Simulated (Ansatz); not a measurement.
## Cd$_{3}$HgO$_{4}$: relaxed-ion elastic tensor

The calculation used Ansatz 0.2.0, DFT PBE, scalar-relativistic, plane waves, PAW. Settings: 420 eV plane-wave cutoff, Γ-centred 8×8×8 mesh, Fermi-Dirac smearing of 0.15 eV. No spin polarisation.

The cell, relaxed at this level:
```xyz
8
Lattice="4.8100 0.0000 0.0000 0.0000 4.8100 0.0000 0.0000 0.0000 4.8100" Properties=species:S:1:pos:R:3 pbc="T T T"
Cd    2.4050    0.0000    2.4050
Cd    2.4050    2.4050    0.0000
Cd    0.0000    2.4050    2.4050
Hg    0.0000    0.0000    0.0000
O     0.0000    2.4050    0.0000
O     2.4050    2.4050    2.4050
O     0.0000    0.0000    2.4050
O     2.4050    0.0000    0.0000
```

The cell was found from a structure generator's guess, not taken from experiment. In a metal, frequencies and elastic constants depend on the k mesh and the smearing, soft modes and shear constants most. Spin–orbit coupling is left out, which matters for heavy elements.

**Question.** Give the relaxed-ion elastic constants (GPa, Voigt order xx yy zz yz xz xy, on the Cartesian axes of the cell above).

**Answer.**
C11 = 161.2, C12 = 103.1, C13 = 103.1, C22 = 161.2, C23 = 103.1, C33 = 161.2, C44 = 40.0, C55 = 40.0, C66 = 40.0 GPa; the others vanish.

**Question.** Is the crystal stable against homogeneous strain?

**Answer.** Yes: the least eigenvalue of the tensor is 40.0 GPa.

**Question.** And the moduli of a polycrystal (Hill averages)?

**Answer.** B = 122 GPa, G = 35 GPa, E = 96 GPa, ν = 0.37.
